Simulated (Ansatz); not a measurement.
# Computed scan of one atom of the cell: WC (WC type, space group P-6m2)

Starting cell, WC (WC type, space group P-6m2):

```yaml
crystal:
  lattice:
    - [2.91216, 0.00000, 0.00000]
    - [-1.45608, 2.52201, 0.00000]
    - [0.00000, 0.00000, 2.83623]
  atoms:
    - { symbol: W, position: [0.00000, 0.00000, 0.00000] }
    - { symbol: C, position: [0.66667, 0.33333, 0.50000] }
```

Scan: atom 2 (C, nearest neighbour W at 2.200 Å; its periodic images, 2.8 Å or more away, move with it) is displaced towards the nearest neighbour, direction (0.000, 0.764, -0.645) in Cartesian axes, by s. The other atoms stay.

Level of theory: r2SCAN (plane waves to 500 eV, PAW, scalar-relativistic; Ansatz, an electronic-structure program). k mesh 15×15×13 (Γ-centred), Fermi-Dirac smearing 0.05 eV. Energies are smeared free energies. Stress and pressure are positive under compression. Left out: 1 of 11 points, with atoms too close for the PAW data. With partly filled bands, energies and forces of such displacements shift with the k mesh and the smearing. F∥ is the force on the atom along that direction. F⊥ is the part of the force across the line. Spin-orbit coupling is left out, though W is heavy. WC is run without spin polarisation. WC was relaxed with its symmetry unable to fall. ΔE is measured from the undisplaced structure.

```
s (Å)   ΔE (meV/cell)  P (GPa)  |F⊥| (eV/Å)  F∥ (eV/Å)
------  -------------  -------  -----------  ---------
-0.440           1452     33.1        1.151      6.657
-0.352            922     21.4        0.571      5.337
-0.264            514     12.2        0.158      3.944
-0.176            227      5.5        0.030      2.593
-0.088             57      1.4        0.070      1.285
0.000               0     -0.1        0.000      0.000
0.088              59      1.4        0.125     -1.355
0.176             245      5.9        0.248     -2.914
0.264             581     13.8        0.325     -4.797
0.352            1104     25.5        0.301     -7.204
```

Summary:

- Energy at s = 0.352 Å = 1104 meV/cell
- Force along the line at s = -0.440 Å = 6.66 eV/Å
- Symmetry of the curve = not even: the positive side lies higher at ±0.352 Å
- Shape of the curve = a single well with its minimum at or next to zero displacement
- Force constant k = d²E/ds² at s = 0 (finite differences) = 14.8 eV/Å²
- Harmonic estimate at the end of the scan = ½ks² = 916 meV/cell against the computed 1104 meV/cell, so the well is stiffer than harmonic there

(A displaced cell: forces are minus the slopes of the energy, force constants its curvatures, and phonons follow from these.)
